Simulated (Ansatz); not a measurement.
A relaxation computed with Ansatz, from input to last step.

```yaml
crystal:
  lattice:
    - [4.1464239968, 0.0, 0.0]
    - [0.0, 4.1464239968, 0.0]
    - [0.0, 0.0, 4.1464239968]
  atoms:
    - { symbol: Hf, position: [0.0, 0.5, 0.5] }
    - { symbol: Hf, position: [0.5, 0.0, 0.5] }
    - { symbol: Hf, position: [0.5, 0.5, 0.0] }
    - { symbol: Pd, position: [0.0, 0.0, 0.0] }
basis:
  ecutwfc: 420
kpoints:
  mp_grid: { grid: [4, 4, 4] }
hamiltonian:
  xc: pbe
scf:
  occupations: { method: gaussian, width: 0.1 }
  lower_state_search: "off"
output:
  forces: true
  stress: true
  eigenvalues: true
relax:
  adjacent_minimum: "off"
  f_tol: 0.04
  max_steps: 70
  cell: { stress_tol: 0.4 }
```

```bash
ansatz run input.yaml --threads 1 --pin off --max-ram 2560MiB --backend cpu --events-out ev --progress --plain --runs-dir out
```

Computed with DFT PBE, scalar-relativistic, plane waves, PAW in Ansatz 0.2.0.

Of 4 frames 4 are shown, positions in Å and forces in eV/Å; the SCF threshold varies from step to step. Steps run on the plane waves of an earlier cell, with a Pulay correction in the pressure. The basis is chosen afresh for the last frame, the zero of the energies, and at times for earlier ones too; energy and pressure step there, also at an unchanged geometry.

```xyz
4
Lattice="4.1464 0.0000 0.0000 0.0000 4.1464 0.0000 0.0000 0.0000 4.1464" Properties=species:S:1:pos:R:3:forces:R:3 pbc="T T T" step=1 free_energy_over_end_meV_per_atom=139.11 pressure_GPa=20.29
Hf    0.0000    2.0732    2.0732    0.0000    0.0000    0.0000
Hf    2.0732    0.0000    2.0732    0.0000    0.0000    0.0000
Hf    2.0732    2.0732    0.0000    0.0000    0.0000    0.0000
Pd    0.0000    0.0000    0.0000    0.0000    0.0000    0.0000
4
Lattice="4.3486 0.0000 0.0000 0.0000 4.3486 0.0000 0.0000 0.0000 4.3486" Properties=species:S:1:pos:R:3:forces:R:3 pbc="T T T" step=2 free_energy_over_end_meV_per_atom=2.53 pressure_GPa=-1.74
Hf    0.0000    2.1743    2.1743    0.0000    0.0000    0.0000
Hf    2.1743    0.0000    2.1743    0.0000    0.0000    0.0000
Hf    2.1743    2.1743    0.0000    0.0000    0.0000    0.0000
Pd    0.0000    0.0000    0.0000    0.0000    0.0000    0.0000
4
Lattice="4.3311 0.0000 0.0000 0.0000 4.3311 0.0000 0.0000 0.0000 4.3311" Properties=species:S:1:pos:R:3:forces:R:3 pbc="T T T" step=3 free_energy_over_end_meV_per_atom=0.87 pressure_GPa=-0.30
Hf    0.0000    2.1656    2.1656    0.0000    0.0000    0.0000
Hf    2.1656    0.0000    2.1656    0.0000    0.0000    0.0000
Hf    2.1656    2.1656    0.0000    0.0000    0.0000    0.0000
Pd    0.0000    0.0000    0.0000    0.0000    0.0000    0.0000
4
Lattice="4.3311 0.0000 0.0000 0.0000 4.3311 0.0000 0.0000 0.0000 4.3311" Properties=species:S:1:pos:R:3:forces:R:3 pbc="T T T" step=4 free_energy_over_end_meV_per_atom=0.00 pressure_GPa=-0.28
Hf    0.0000    2.1656    2.1656    0.0000    0.0000    0.0000
Hf    2.1656    0.0000    2.1656    0.0000    0.0000    0.0000
Hf    2.1656    2.1656    0.0000    0.0000    0.0000    0.0000
Pd    0.0000    0.0000    0.0000    0.0000    0.0000    0.0000
```

The start puts this composition into another compound's structure type, which needn't suit it. At the end the space group is Pm-3m (tolerance 0.05 Å).

Time: 7.3 s on 1 thread of Intel(R) Xeon(R) 6975P-C (Granite Rapids), with other jobs on the host, peak memory 0.43 GiB.

The k mesh is coarse. Spin–orbit coupling is left out, which can shift energies with elements as heavy as these. Spin polarisation was left out, and a magnetic state may lie lower.